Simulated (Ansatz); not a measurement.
Sheets of one type (MA2Z4 (prismatic core, outer Z over the empty site)-type), plane-wave PAW PBE (Ansatz code); HSE06 gaps on those cells.

```
layer     a (Å)  thickness (Å)
--------  -----  -------------
MoAs4Ge2    [?]            [?]
MoAs4Si2  3.618           9.93
NbAs4Ge2  3.764          10.19
TaAs4Ge2  3.766          10.18
```

**Question.** Complete the blanks.

**Answer.** 
- MoAs4Ge2, a (Å): 3.688
- MoAs4Ge2, thickness (Å): 10.18

Began spin-polarised and lost the moments: NbAs4Ge2, MA2Z4 (prismatic core, outer Z over the empty site)-type layer; TaAs4Ge2, MA2Z4 (prismatic core, outer Z over the empty site)-type layer. All cells were relaxed under the symmetry of their starts (and spin orders); stability against distortions was not tested throughout. Rows with no word on spin ran without spin polarisation. Spin–orbit coupling is left out wherever it is not named. Constructed layers (a layer type filled with these elements): MoAs4Ge2, MA2Z4 (prismatic core, outer Z over the empty site)-type layer; MoAs4Si2, MA2Z4 (prismatic core, outer Z over the empty site)-type layer; NbAs4Ge2, MA2Z4 (prismatic core, outer Z over the empty site)-type layer; TaAs4Ge2, MA2Z4 (prismatic core, outer Z over the empty site)-type layer.

Potentials: the later of the program's two PAW sets.
